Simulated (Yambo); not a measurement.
Yambo run on BaO (NiAs type, space group P6_3/mmc, No. 194). The wavefunctions are PBEsol (Quantum ESPRESSO, PseudoDojo norm-conserving, 84 Ry, scalar-relativistic) ones on a 6×6×2 mesh (16 occupied bands); a = 3.743 Å, b = 3.743 Å, c = 6.533 Å, α = 90.00°, β = 90.00°, γ = 120.00°.

Yambo input:

```
rim_cut
gw0
dyson
el_el_corr
HF_and_locXC
cohsex
em1s
RandQpts= 1000000
RandGvec= 1 Ry
EXXRLvcs= 84 Ry
VXCRLvcs= 336 Ry
Chimod= "HARTREE"
% BndsRnXs
 1 | 121 |
%
NGsBlkXs= 7 Ry
% LongDrXs
 1.0 | 1.0 | 1.0 |
%
ExtendOut
% QPkrange
 7 | 7 | 16 | 17 |
 14 | 14 | 16 | 16 |
%
```

k points by index: 7 = M, 14 = H.

The o-*.qp file then holds:

```
#    K-point    Band    Eo [eV]    E [eV]    E-Eo [eV]    Vxc [eV]    Vnlxc [eV]    Sc|Eo [eV]    Re(Z)    Im(Z)
#
    7    16    -0.006391    -2.336970    -2.330579    -18.59998    -23.50847    2.577918    1.000000    0.000000
    7    17    2.446098    1.850120    -0.595978    -9.483495    -5.032873    -5.046600    1.000000    0.000000
    14    16    0.000000    -2.345344    -2.345344    -18.59083    -23.49897    2.562790    1.000000    0.000000
```
(The two width columns are left out.) Convergence of these settings isn't established.

Geometry relaxed with PBEsol.

This is not the ordinary phase of the substance; no match was found in the copy of COD used, and its stability was not checked.
